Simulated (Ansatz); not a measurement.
The relaxed structure here is a generated cell of YGe: the first start was made by placing the elements on the sites of a structure type, and the end was not matched to a known phase here, so it may be hypothetical.

One stationary structure of YGe. Calculation: r2SCAN (plane waves to 500 eV, PAW, scalar-relativistic; Ansatz, an electronic-structure program).

```
CELL_PARAMETERS angstrom
      2.46065     1.42066     8.12091
     -2.46065     1.42066     8.12091
      0.00000    -2.84132     8.12091
ATOMIC_POSITIONS crystal
  Ge 0.98352 0.98352 0.98352
  Ge 0.21858 0.21858 0.21858
  Ge 0.73993 0.73993 0.73993
  Y  0.10017 0.10017 0.10017
  Y  0.33805 0.33805 0.33805
  Y  0.86974 0.86974 0.86974
```

Determine the symmetry and give the standard cell with its independent sites.

Space group R3m, hexagonal axes (No. 160); a = b = 4.921 Å, c = 24.363 Å, α = β = 90.00°, γ = 120.00°

```
atom  site  symmetry       x       y       z
----  ----  --------  ------  ------  ------
Ge      3a        3m  0.0000  0.0000  0.0165
Ge      3a        3m  0.0000  0.0000  0.7814
Ge      3a        3m  0.0000  0.0000  0.2601
Y       3a        3m  0.0000  0.0000  0.8998
Y       3a        3m  0.0000  0.0000  0.6620
Y       3a        3m  0.0000  0.0000  0.1303
```

Give the shortest distances between elements (the closest pairs, up to four, under 3.6 Å).

Ge–Y 2.77 Å; Ge–Ge 3.59 Å.

The volume per atom is 28.39 Å³ and the density is 4.72 g/cm³. The band gap is no gap (metallic).

No spin polarisation in the result. The relaxed primitive cell holds an odd number of electrons. A magnetic state may lie lower.

The run could not lose the symmetry of its start: the end is stationary, and may be a saddle point rather than a minimum.
